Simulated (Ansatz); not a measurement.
Data:

HfO₂:
```cif
data_Hf4O8
_chemical_formula_sum 'Hf4 O8'
_space_group_name_H-M_alt 'P 1'
_space_group_IT_number 1
_cell_length_a 5.18134
_cell_length_b 4.97573
_cell_length_c 4.99604
_cell_angle_alpha 90.000
_cell_angle_beta 90.000
_cell_angle_gamma 90.000
loop_
_space_group_symop_operation_xyz
  'x, y, z'
loop_
_atom_site_label
_atom_site_type_symbol
_atom_site_fract_x
_atom_site_fract_y
_atom_site_fract_z
_atom_site_occupancy
Hf1 Hf 0.03292 0.26805 0.24318 1
Hf2 Hf 0.96708 0.73195 0.74318 1
Hf3 Hf 0.46708 0.26805 0.74318 1
Hf4 Hf 0.53292 0.73195 0.24318 1
O1 O 0.36896 0.07309 0.37887 1
O2 O 0.63104 0.92691 0.87887 1
O3 O 0.13104 0.07309 0.87887 1
O4 O 0.86896 0.92691 0.37887 1
O5 O 0.73549 0.45853 0.49095 1
O6 O 0.26451 0.54147 0.99095 1
O7 O 0.76451 0.45853 0.99095 1
O8 O 0.23549 0.54147 0.49095 1
```

This is the LDA-relaxed structure.

Q: All from LDA (plane waves, PAW; program Ansatz), unless another level is named. Estimate the zero-point energy.

A: 69.1 meV/atom.

Q: And the vibrational entropy at 300 K?

A: 18.6 J/(K·mol of atoms).

Q: And the highest zone-centre frequency (without LO–TO term)?

A: 742 cm⁻¹.

Space group Pca2_1. Symmetry was held in the LDA relaxation; phonons on a q-mesh show no instability. No spin polarisation was allowed. Scalar-relativistic: spin–orbit coupling is off unless named, which matters more the heavier the elements.

Potentials: the later of the program's two PAW sets.
